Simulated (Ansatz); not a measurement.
**In2Ag: pressure against volume**

In2Ag, I4/mcm, a = 6.853 Å, c = 5.735 Å. The structure is a COD entry; whether it is the stable form wasn't checked. Ansatz: r2SCAN, PAW, 500 eV, Γ-centred 8×8×8 mesh on 6 atoms, Gaussian smearing 0.10 eV; no spin polarisation. Shape and atoms are relaxed at each volume; pressure is positive in compression.

```tsv
V (Å³/atom)	P (GPa)
19.753	11.21
20.426	?
21.100	4.50
21.773	2.02
22.446	0.00
23.120	-1.66
23.793	-2.99
24.691	-4.37
```

Take V0 = 22.446 Å³/atom, fit the third-order Birch–Murnaghan form to the other rows, and predict the missing pressure.

With the Eulerian strain f = ½[(V0/V)^(2/3) − 1] and y = P/[3f(1 + 2f)^(5/2)], the form is the line y = B0 + 1.5 B0 (B0′ − 4) f. Rows (f, y): 0.04447, 67.9; 0.02104, 64.3; 0.01025, 62.4; -0.00977, 59.5; -0.01905, 57.7; -0.03079, 55.5. Means f = 0.002692, y = 61.217; Σ(Δf)² = 0.003888, ΣΔfΔy = 0.6340; the slope is their ratio. y = 60.78 + 163.1 f GPa, so B0 = 60.8 GPa and B0′ = 4 + 2 × (163.1)/(3 × 60.78) = 5.79. At V = 20.426, f = 0.03244, y = 66.07 and P = 7.52 GPa. The run gave 7.52 GPa, the same to the digits shown.